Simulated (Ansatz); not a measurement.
ScGe in space group Cmcm (No. 63; Sc on 4c, Ge on 4c) under volume change, the program Ansatz at the LDA level (PAW), shape and atoms relaxed at each volume.

```json
[
 {"V (Å³/atom)": "16.364", "E − E(relaxed) (meV/atom)": "56.6", "P (GPa)": "12.16"},
 {"V (Å³/atom)": "16.903", "E − E(relaxed) (meV/atom)": "[?]", "P (GPa)": "[?]"},
 {"V (Å³/atom)": "17.442", "E − E(relaxed) (meV/atom)": "5.6", "P (GPa)": "3.43"},
 {"V (Å³/atom)": "17.982", "E − E(relaxed) (meV/atom)": "0.0", "P (GPa)": "0.00"},
 {"V (Å³/atom)": "18.521", "E − E(relaxed) (meV/atom)": "5.1", "P (GPa)": "-2.93"},
 {"V (Å³/atom)": "19.061", "E − E(relaxed) (meV/atom)": "[?]", "P (GPa)": "[?]"},
 {"V (Å³/atom)": "19.600", "E − E(relaxed) (meV/atom)": "41.2", "P (GPa)": "-7.56"}
]
```

Q: What belongs in the gaps?

A: 
- 19.061, E − E(relaxed) (meV/atom): 19.2
- 19.061, P (GPa): -5.43
- 16.903, E − E(relaxed) (meV/atom): 23.8
- 16.903, P (GPa): 7.45

Q: What does a third-order Birch–Murnaghan fit give for V₀, B₀ and B′?

A: V₀ = 17.98 Å³/atom, B₀ = 105 GPa, B′ = 4.3.

The first step of the workflow began from a Materials Project structure, measured or hypothetical; the Crystallography Open Database copy checked does not list it. Its standing as an ambient phase is unchecked. The LDA relaxation kept the symmetry of its start; of distortions, only those at the zone centre were tested. No spin polarisation was allowed. Spin–orbit coupling is left out wherever it is not named.

Potentials: the later of the program's two PAW sets.
